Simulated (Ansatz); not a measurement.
A plane-wave DFT run in Ansatz 0.2.0 (scalar-relativistic PAW potentials unless the input names others): input and command.

```yaml
crystal:
  lattice:
    - [4.3061316696, 0.0, 0.0]
    - [-2.1530658348, 3.7292194179, 0.0]
    - [0.0, 0.0, 3.6812661614]
  atoms:
    - { symbol: Li, position: [0.0, 0.0, 0.0] }
    - { symbol: C, position: [0.0, 0.3335961552, 0.5] }
    - { symbol: C, position: [0.6664038448, 0.6664038448, 0.5] }
    - { symbol: C, position: [0.3335961552, 0.0, 0.5] }
    - { symbol: C, position: [0.0, 0.6664038448, 0.5] }
    - { symbol: C, position: [0.3335961552, 0.3335961552, 0.5] }
    - { symbol: C, position: [0.6664038448, 0.0, 0.5] }
basis:
  ecutwfc: 500
kpoints:
  mp_grid: { grid: [12, 12, 10] }
hamiltonian:
  xc: r2scan
scf:
  occupations: { method: gaussian, width: 0.1 }
  max_iter: 5
output:
  forces: true
  eigenvalues: true
  stress: true
```

```bash
ansatz run input.yaml --threads 2 --pin off --max-ram 5120MiB --backend cpu --events-out ev --progress --plain --runs-dir out
```

Abridged log:
```
Basis set: ecut = 500 eV, 1483 PW (Γ), exchange–correlation on 128×128×108 points (64 copies of the dense FFT grid, shifted against one another)
Bands: 21, of which v1, the nominal top of the filled ones, is band 14 counted from 1 (13 counted from 0)
Symmetry: 24 space group operations
k-points: 114 of 1440
SCF iter   1: F=—  HF=-1715.209548 eV  |F-HF|=—  |Δ(HF+E_count)|=         —  Δρ=7.24e-3  dr2=1.46e-2  dr2_τ=1.24e0  ethr=1.77e-3  ⟨swp⟩=5.9  Hψ=12467  notcnv=0  defer=42
SCF iter   2: F=—  HF=-1715.334200 eV  |F-HF|=—  |Δ(HF+E_count)|=   1.25e-1  Δρ=1.63e-3  dr2=1.42e-3  dr2_τ=8.96e-5  ethr=5.41e-5  ⟨swp⟩=2.0  Hψ=5465  notcnv=0  defer=235
SCF iter   3: F=—  HF=-1715.334160 eV  |F-HF|=—  |Δ(HF+E_count)|=   3.96e-5  Δρ=5.88e-4  dr2=2.90e-4  dr2_τ=1.52e-5  ethr=5.27e-6  ⟨swp⟩=6.4  Hψ=14717  notcnv=0
SCF iter   4: F=—  HF=-1715.334074 eV  |F-HF|=—  |Δ(HF+E_count)|=   8.68e-5  Δρ=1.80e-4  dr2=2.60e-5  dr2_τ=2.25e-7  ethr=1.07e-6  ⟨swp⟩=3.5  Hψ=12551  notcnv=0
SCF iter   5: F=—  HF=-1715.334065 eV  |F-HF|=—  |Δ(HF+E_count)|=   8.90e-6  Δρ=4.52e-5  dr2=1.56e-6  dr2_τ=2.09e-8  ethr=9.64e-8  ⟨swp⟩=2.9  Hψ=10633  notcnv=0
```

Problem. Find the fault.

Solution. The fault is too few SCF iterations (scf.max_iter: not typed → 5, the first being the value of the sound run). Setting it back cures it. The log, from which this was withheld above, says: «Error: did not converge after 5 iterations: dr2 = 1.56e-6 (threshold 1.00e-7), under the density mixer `msr1`, which `scf.mixing.algorithm: auto` chose by the deck's other keys (type `scf.mixing.algorithm: msr1` to keep it); raise `scf.max_iter`, which need not help a stalled SCF, or adjust the mixing (`scf.mixing`) or, under a smearing, its width (`scf.occupations.width` …» The run stopped without converging. A reference run on usual settings, whose relaxation ended at this geometry, converged, and the end of its own relaxation has pressure 0.02 GPa, largest force 0.001 eV/Å, no gap on the mesh.

The run took 8.2 s on 2 threads of Arm Neoverse V2, on a shared host, peak memory 0.46 GiB.